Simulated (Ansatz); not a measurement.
Relaxed-ion elastic tensor of SiB$_{12}$C$_{2}$ in space group R-3m (No. 166; B on 18h, B on 18h, C on 6c, Si on 3b) in GPa (Voigt order), r²SCAN (plane waves, PAW; program Ansatz); density 2.60 g/cm³, 7.73 Å³ per atom.

```
  518    124   62.1   48.8    0.0    0.0
  124    518   62.1  -48.8    0.0    0.0
 62.1   62.1    478    0.0    0.0    0.0
 48.8  -48.8    0.0    121    0.0    0.0
  0.0    0.0    0.0    0.0    121   48.8
  0.0    0.0    0.0    0.0   48.8    197
```

Task: Is the crystal mechanically stable?

Result: Yes: the smallest eigenvalue of C is 97.6 GPa.

Task: Work out the Voigt, Reuss and Hill averages.

Result: K_V = 224, K_R = 222, K_H = 223; G_V = 172, G_R = 147, G_H = 160 GPa.

Task: Give Young's modulus, Poisson's ratio, Pugh's ratio and the universal anisotropy index.

Result: E = 9KG/(3K + G) = 387 GPa; ν = 0.21; K/G = 1.39 (brittle by the Pugh limit of 1.75); A_U = 5G_V/G_R + K_V/K_R − 6 = 0.88.

Task: Estimate the sound speeds and the Debye temperature.

Result: v_l = √((K + 4G/3)/ρ) = 12900 m/s, v_t = √(G/ρ) = 7830 m/s, mean 8650 m/s; Θ = (h/k)(3n/4πV)^(1/3) v_m = 1300 K.

Task: Solve the Christoffel equation for the three sound speeds along x, y, z.

Result: Eigenvalues of C_ijkl n_j n_l equal ρv². In km/s, slowest first: x 6.12, 9.21, 14.11; y 6.66, 8.70, 14.19; z 6.83, 6.83, 13.55.

Task: How much does each axis shrink under pressure?

Result: Linear compressibilities β_i = Σ_j S_ij (j = 1 to 3): x 1.4, y 1.4, z 1.7 per TPa.

The start of the workflow was typed in or built on a structure type; neither database checked (COD, Materials Project) lists it. Its standing as an ambient phase is unchecked. The cell was relaxed with r²SCAN under the symmetry of its start; its stability against distortions is not shown here.

Potentials: the earlier of the program's two PAW sets.
